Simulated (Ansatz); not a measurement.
ZnSnN2 in space group R-3m (No. 166; Sn on 3a, Zn on 3b, N on 6c) at seven volumes, PBE+D3(BJ) (plane waves, PAW; program Ansatz), shape and atoms relaxed at each. One row is withheld.

| V (Å³/atom) | P (GPa) |
|---|---|
| 10.244 | 20.65 |
| 10.582 | 12.56 |
| 10.920 | ? |
| 11.258 | 0.01 |
| 11.595 | -4.81 |
| 11.933 | -8.86 |
| 12.271 | -12.23 |

Problem. Fit the shown pressures and predict the withheld one.

Solution. Third-order Birch–Murnaghan: P = (3/2)B₀(x^(7/2) − x^(5/2))[1 + (3/4)(B′ − 4)(x − 1)] with x = (V₀/V)^(2/3). Least squares on the six rows gives V₀ = 11.258 Å³/atom, B₀ = 174.6 GPa, B′ = 4.78. At V = 10.920, x = 1.0205 and P = 5.72 GPa. The run itself gave 5.74 GPa.

A made-up cell: these elements were put on the sites of a structure type; neither database checked (COD, Materials Project) lists it. Whether it is the stable phase at ambient conditions was not checked. The cell was relaxed with PBE+D3(BJ) under the symmetry of its start; whether a distortion lowers the energy is not shown. Scalar-relativistic: spin–orbit coupling is off unless named, which matters more the heavier the elements.

Potentials: the later of the program's two PAW sets.
